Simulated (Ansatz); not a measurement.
**Pt: stationary points along a deformation path**

All numbers below come from DFT PBEsol, scalar-relativistic, plane waves, PAW in Ansatz. Cutoff 420 eV, Γ-centred 24×24×24 k-points, Gaussian smearing of 0.15 eV. Spin–orbit coupling is left out, which can shift energies with elements as heavy as these. No spin polarisation. Energies are free energies at this smearing, counted from the undisturbed cell; pressure is positive in compression.

Reference structure (as given, not relaxed at this level; it stands at 0.6 GPa):

```
Pt
1.0
     0.00000    1.95790    1.95790
     1.95790    0.00000    1.95790
     1.95790    1.95790    0.00000
Pt
1
Direct
  0.00000 0.00000 0.00000
```

At fixed volume and fractional coordinates, lengths along (0.577, 0.577, 0.577) are scaled against those across it; ρ is that ratio over its starting value. V = 15.011 Å³/atom. Δσ is the stress along the axis less the mean stress across it (compression positive).

```csv
ρ,ΔE (meV/atom),Δσ (GPa),space group
0.500,826.0,0.00,Pm-3m
0.600,796.5,6.81,R-3m
0.710,566.5,40.55,R-3m
0.850,144.2,28.22,R-3m
0.930,27.8,12.59,R-3m
1.000,0.0,0.00,Fm-3m
1.080,32.1,-13.91,R-3m
1.200,202.8,-39.44,R-3m
1.410,876.1,-96.46,R-3m
1.700,2415.7,-174.59,R-3m
2.000,4896.1,-326.11,R-3m
```

Task: How does the stress give the slope of the energy, and where is the energy stationary?

Result: Along the path d ln(length) is 2/3 d ln ρ on the axis and −1/3 d ln ρ across it, so dE/d ln ρ = −(2/3) V Δσ: the energy falls with ρ where Δσ is positive. Δσ vanishes or changes sign at ρ = 0.500 (Pm-3m, an end of the scan), at 826.0 meV/atom; at ρ = 1.000 (Fm-3m), a minimum at 0.0 meV/atom. Pairs of stationary points between two samples would go unseen, and could change a minimum read from distant neighbours into a maximum. At ρ = 0.500, 1.000 the cell is cubic, where symmetry alone makes the stress isotropic and the slope zero.

Task: Which shear constant sets the curvature at ρ = 1?

Result: For a cubic crystal E/V = (2/3) C (ln ρ)² with C = C44, so Δσ = −2C ln ρ. The parabola of Δσ against ln ρ through ρ = 0.930, 1 and 1.080 gives C ≈ 89 GPa with the ions clamped, rough because the steps are large. It is the stress–strain coefficient at this cell's pressure of 0.6 GPa, not the zero-pressure constant.

In a metal these slopes depend on the k mesh and the smearing.